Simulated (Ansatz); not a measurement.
Li₂O₂ in space group P6_3/mmc (No. 194; Li on 2a, Li on 2c, O on 4f), r²SCAN in the plane-wave PAW code Ansatz, all energies at zero smearing, with the estimated change up to a 700 eV cutoff added, with one set of potentials and settings (totals compare only within such a set). Cell of 8 atoms (4 Li, 4 O): -3096.706 eV.

| element | reference phase | E (eV/atom) |
|---|---|---|
| Li | Fm-3m, 1 atoms in the cell | -205.1371 |
| O | C2/m, 4 atoms in the cell, spin-polarised | -566.0281 |

Formation energy per atom, worked out: (-3096.706 − 4×(-205.1371) − 4×(-566.0281))/8 = -1.506 eV/atom (-145 kJ per mol of atoms), at 0 K, without zero-point energy or fitted corrections.

The first step of the workflow began from a Materials Project structure, measured or hypothetical; the Crystallography Open Database files this formula in space group No. 194, but the cells were not matched. Whether it is the stable phase at ambient conditions was not checked. The cell was relaxed with r²SCAN under the symmetry of its start; whether a distortion lowers the energy is not shown. The references are the lowest solids computed at this level, not always the standard phases (solids in place of the gases).

Potentials: the later of the program's two PAW sets.
